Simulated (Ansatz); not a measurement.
NaTl-type SrMg

Level of theory: DFT, PBEsol, scalar-relativistic, no spin polarisation; plane waves to 420 eV with PAW datasets (Ansatz 0.2.0), 8×8×8 k-mesh, Gaussian smearing of 0.05 eV; PAW files: Ansatz's generated set soft_2.

Space group Fd-3m:1 (No. 227). a = 8.083 Å, b = 8.083 Å, c = 8.083 Å, α = 90.00°, β = 90.00°, γ = 90.00°
| atom | site | symmetry | x | y | z |
| --- | --- | --- | --- | --- | --- |
| Sr | 8a | -43m | 0.2500 | 0.2500 | 0.2500 |
| Mg | 8b | -43m | 0.0000 | 0.0000 | 0.5000 |

This is a trial structure made by placing the elements on a prototype's sites, so it needn't be the stable form.

The cell above was scaled in volume, its shape and atoms being fixed by the lattice's symmetry. Energies are counted from the cell above.

```csv
V (Å³/atom),ΔE (meV/atom),P (GPa)
31.69,3.6,0.89
32.35,0.8,0.42
33.01,0.0,-0.02
33.67,0.9,-0.43
34.33,3.4,-0.80
```

Question: What do the points give for the equilibrium volume, the bulk modulus and its pressure derivative (third-order Birch–Murnaghan)?

Answer: V0 = 32.99 Å³/atom, B0 = 21 GPa, B0′ = 3.1.

B0·V0 = 21.2 GPa × 32.99 Å³ = 4.37 eV/atom sets the scale: near the minimum ΔE ≈ ½ B0 V0 x², with x = V/V0 − 1, and a pressure of 0.21 GPa squeezes the volume by about 1 %. At the ends of the curve: x = −3.9 % predicts 3.4 meV/atom and the run gives 3.6; x = +4.1 % predicts 3.6 meV/atom and the run gives 3.4. The curve is steeper than the parabola on the compressed side and flatter on the expanded side: the bulk modulus rises with pressure. The run is a metal.
